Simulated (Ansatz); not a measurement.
Input:

Starting cell, InAs (zinc blende):

```
InAs
1.0
    0.00000     6.10911     6.10911
    3.05455     0.00000     3.05455
    3.05455     3.05455     0.00000
As In
2 2
Cartesian
  4.58183   4.58183   4.58183
  4.58183   7.63639   7.63639
  0.00000   0.00000   0.00000
  3.05455   6.10911   3.05455
```

In this cell atom 3 (In, nearest neighbour As at 2.645 Å; its periodic images, 4.3 Å or more away, move with it) is moved by s along Cartesian z, unit vector (0.000, 0.000, 1.000); all other atoms and the cell stay fixed.

Level of theory: r2SCAN (plane waves to 500 eV, PAW, scalar-relativistic; Ansatz, a quantum-chemistry and plane-wave program). k mesh 4×8×8 (Γ-centred), Fermi-Dirac smearing 0.05 eV. E stands for the smeared free energy. As the smearing reaches across the gap at some points, energies and forces of such displacements shift with the k mesh and the smearing. InAs was relaxed with its symmetry unable to fall. The zero of ΔE is the undisplaced structure.

The scan covers s from -0.790 to 0.790 Å in 11 points.

**Question.** Is this a single well or a double well?

**Answer.** A single well with its minimum at or next to zero displacement.

**Question.** What force acts on the atom along the line at s = -0.790 Å?

**Answer.** 4.23 eV/Å.

**Question.** What is the energy change at s = 0.790 Å?

**Answer.** 2021 meV/cell.

**Question.** What is the force constant k = d²E/ds² of this move at s = 0?

**Answer.** 7.78 eV/Å².

(A displaced cell: forces are minus the slopes of the energy, force constants its curvatures, and phonons follow from these.)
